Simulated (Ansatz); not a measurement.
System: Li (bcc type), 1 atom in the cell.

These are results of PBE, all-electron LAPW, point nucleus in Ansatz 0.2.0 development build, not measurements.

k-mesh 12×12×12 Γ-centred; Fermi–Dirac smearing of 0.1 eV; no spin polarisation.

```yaml
crystal:
  lattice:
    - [-1.72000, 1.72000, 1.72000]
    - [1.72000, -1.72000, 1.72000]
    - [1.72000, 1.72000, -1.72000]
  atoms:
    - { symbol: Li, position: [0.00000, 0.00000, 0.00000] }
```
Lattice in Å, positions in fractions of it.

Question: What pressure does the calculation give?

Answer: The pressure is -0.02 GPa, close to zero.

The k-mesh is modest, so these values aren't fully converged in k.
